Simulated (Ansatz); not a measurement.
**Is this MgGe₅N structure a true minimum?**

The cell was found from a proposed guess, not taken from experiment.

Computed with Ansatz, DFT PBE, scalar-relativistic, plane waves, PAW. Plane waves to 420 eV, a k mesh through Γ of 12×12×4 on the computed 7-atom cell and Gaussian smearing (0.10 eV); no spin polarisation.

The cell below (7 atoms, space group P-6m2 (No. 187)) is relaxed within its symmetry.

```
Mg Ge N
1.0
     3.85106    0.00000    0.00000
    -1.92553    3.33512    0.00000
     0.00000    0.00000   10.08145
Mg Ge N
1 5 1
Direct
  0.00000 0.00000 0.00000
  0.33333 0.66667 0.79466
  0.33333 0.66667 0.20534
  0.66667 0.33333 0.32801
  0.66667 0.33333 0.67199
  0.00000 0.00000 0.50000
  0.33333 0.66667 0.00000
```

For the test it was strained at random (σ = 1.5 % a component), the atoms were moved at random (σ = 0.10 Å), and all was relaxed again on a coarse 6×6×2 mesh (in the run’s order of axes) with 0.20 eV smearing, with no symmetry imposed.

Question: Is the structure stable against such a distortion?

Answer: It returns, within 1 meV/atom of the unmoved cell on that mesh and with the same symmetry when read at 0.1 Å (Amm2 at 0.01 Å, so small strains and shifts remain). No instability shows in this cell; modes of other wave vectors, which need another repeat, aren't tested.
